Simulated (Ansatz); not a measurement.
Consider the following.

Re3W:
```
CELL_PARAMETERS angstrom
     -1.94178     1.94178     3.89153
      1.94178    -1.94178     3.89153
      1.94178     1.94178    -3.89153
ATOMIC_POSITIONS crystal
  Re 0.75000 0.25000 0.50000
  Re 0.25000 0.75000 0.50000
  Re 0.50000 0.50000 0.00000
  W  0.00000 0.00000 0.00000
```

This is the LDA-relaxed structure.

Q: All from plane-wave PAW LDA (Ansatz code), unless another level is named. Estimate the density of states at the Fermi level.

A: 0.76 states/eV per atom (mean over ±0.08 eV).

Q: Predict the formation energy from the elements (no fitted shifts).

A: 0.14 eV/atom.

Space group I4/mmm. The workflow started from a Materials Project entry (that database holds measured and hypothetical structures alike); the Crystallography Open Database copy checked does not list it. Whether it is the stable phase at ambient conditions was not checked. The LDA relaxation kept the symmetry of its start; its stability against distortions is not shown here. No spin polarisation was allowed. The references are the lowest solids computed at this level, not always the standard phases. Spin–orbit coupling is left out wherever it is not named.

Potentials: the later of the program's two PAW sets.
